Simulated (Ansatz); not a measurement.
Relaxed-ion elastic tensor of NiS (NiAs type, space group No. 194) in GPa (Voigt order), r²SCAN (plane waves, PAW; program Ansatz); density 5.37 g/cm³, 14.04 Å³ per atom.

```csv
,1,2,3,4,5,6
1,194,79.8,72.6,0.0,0.0,0.0
2,79.8,194,72.6,0.0,0.0,0.0
3,72.6,72.6,180,0.0,0.0,0.0
4,0.0,0.0,0.0,43.3,0.0,0.0
5,0.0,0.0,0.0,0.0,43.3,0.0
6,0.0,0.0,0.0,0.0,0.0,57.0
```

Problem. Is the crystal mechanically stable?

Solution. Yes: the smallest eigenvalue of C is 43.3 GPa.

Problem. Work out the Voigt, Reuss and Hill averages.

Solution. K_V = 113, K_R = 113, K_H = 113; G_V = 51.6, G_R = 50.6, G_H = 51.1 GPa.

Problem. Give Young's modulus, Poisson's ratio, Pugh's ratio and the universal anisotropy index.

Solution. E = 9KG/(3K + G) = 133 GPa; ν = 0.30; K/G = 2.21 (ductile by the Pugh limit of 1.75); A_U = 5G_V/G_R + K_V/K_R − 6 = 0.10.

Problem. Estimate the sound speeds and the Debye temperature.

Solution. v_l = √((K + 4G/3)/ρ) = 5810 m/s, v_t = √(G/ρ) = 3080 m/s, mean 3450 m/s; Θ = (h/k)(3n/4πV)^(1/3) v_m = 425 K.

Space group P6_3/mmc (NiAs type). The workflow started from an entry of the Crystallography Open Database (COD, 300 K), which files this formula under 3 space groups. Its standing as an ambient phase is unchecked. The r²SCAN relaxation kept the symmetry of its start, as lowered by the spin order; whether a distortion lowers the energy is not shown. The final state is antiferromagnetic, chosen from 5 collinear starts compared on coarse meshes (ties went to the first, and starts can fall back to one state), not a proven ground state. Other orbital occupations within this spin state were not tried. No Hubbard U is applied.

Potentials: the later of the program's two PAW sets.
